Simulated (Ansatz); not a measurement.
Method: Ansatz, DFT PBE, scalar-relativistic, plane waves, PAW. All cells share a 420 eV cutoff and Γ-centred k meshes spaced at most about 0.3 Å⁻¹ (about 0.25 or finer for metals, 2π included). No spin polarisation in the final relaxations.

These are static total energies at zero pressure.

Compare these two cells of As2Se, each relaxed at this level.

A.

```
As Se
1.0
     0.00000    3.26741    3.26741
     3.26741    0.00000    3.26741
     3.26741    3.26741    0.00000
As Se
2 1
Direct
  0.25000 0.25000 0.25000
  0.75000 0.75000 0.75000
  0.00000 0.00000 0.00000
```

B.

```
As Se
1.0
     0.00000    3.26019    3.26019
     3.26019    0.00000    3.26019
     3.26019    3.26019    0.00000
As Se
2 1
Direct
  0.75000 0.75000 0.75000
  0.50000 0.50000 0.50000
  0.00000 0.00000 0.00000
```

Question: Which placement of the atoms is lower in energy, and by how much?

Answer: B is lower, by 219 meV/atom. The two share one framework of sites and differ in which element sits where. A has the anti-fluorite type, space group Fm-3m (No. 225), 23.3 Å³/atom and no gap on its mesh; B has space group F-43m (No. 216), 23.1 Å³/atom and no gap. Counting Se atoms around As (those within 1.25 times the shortest such distance or 1.15 times the sum of covalent radii, 1.27 where that leaves under three; the shortest distance is added where it exceeds 1.18 times the sum of covalent radii; a slash parts the counts of unlike sites), A has As 4 from 2.8 Å and B has As 4 from 2.8 Å/6 from 3.3 Å. Even the lower one lies +0.43 eV/atom against the reference forms of the elements (uncorrected), so neither is stable at this level. In A, around As lie 4 Se at 2.83 Å and 6 As at 3.27 Å; around Se lie 8 As at 2.83 Å. In B, As on its first site is surrounded by 4 Se at 2.82 Å and 4 As at 2.82 Å; As on its second site is surrounded by 4 As at 2.82 Å and 6 Se at 3.26 Å; Se is surrounded by 4 As at 2.82 Å and 6 As at 3.26 Å. Both come from invented guesses. A third cell relaxed alike, in R-3m, lies 203 meV/atom below the lower of the two.

Cells relaxed within their symmetry can be saddle points.
